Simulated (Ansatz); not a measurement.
Method: Ansatz, DFT, PBEsol, plane waves (420 eV) with PAW, scalar-relativistic. (PAW data from PBE, frozen cores regenerated.)

An element in the diamond structure gives this curve. The cell is scaled uniformly from the relaxed one, with fractional coordinates and shape fixed. Energies are extrapolated to zero smearing, pressures are those at the given smearing. Magnetic state: spin not included.

```json
{"V (Å³/atom)": "24.193", "E − E₀ (meV/atom)": "69.7", "P (GPa)": "7.76"}
{"V (Å³/atom)": "25.293", "E − E₀ (meV/atom)": "28.1", "P (GPa)": "4.48"}
{"V (Å³/atom)": "26.392", "E − E₀ (meV/atom)": "6.4", "P (GPa)": "1.96"}
{"V (Å³/atom)": "27.492", "E − E₀ (meV/atom)": "0.0", "P (GPa)": "0.02"}
{"V (Å³/atom)": "28.592", "E − E₀ (meV/atom)": "5.3", "P (GPa)": "-1.46"}
{"V (Å³/atom)": "29.691", "E − E₀ (meV/atom)": "19.5", "P (GPa)": "-2.58"}
{"V (Å³/atom)": "30.791", "E − E₀ (meV/atom)": "40.4", "P (GPa)": "-3.43"}
```

**Question.** Which element is it?
A. silver
B. hafnium
C. selenium
D. gallium

**Answer.** A. Its fit is V₀ = 27.50 Å³/atom, B₀ = 42 GPa, B₀′ = 5.7.
